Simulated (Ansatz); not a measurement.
TlBr:
```
CELL_PARAMETERS angstrom
      3.83930     0.00000     0.00000
      0.00000     3.83930     0.00000
      0.00000     0.00000     3.83930
ATOMIC_POSITIONS crystal
  Tl 0.00000 0.00000 0.00000
  Br 0.50000 0.50000 0.50000
```

LDA (plane waves, PAW; program Ansatz) gives a gap of 1.36 eV without spin–orbit coupling, maximum at X, minimum at X.

Question: What happens when spin–orbit coupling is switched on?

Answer: The gap decreases by 0.79 eV, to 0.57 eV; maximum at X, minimum at R.

Question: Give the electron effective mass with spin–orbit coupling.

Answer: 0.25 mₑ (isotropic).

Question: Give the hole effective mass with spin–orbit coupling.

Answer: 0.15, 0.35, 0.35 mₑ (principal values).

Space group Pm-3m (CsCl type). The cell was relaxed with LDA under the symmetry of its start.

Potentials: the later of the program's two PAW sets.
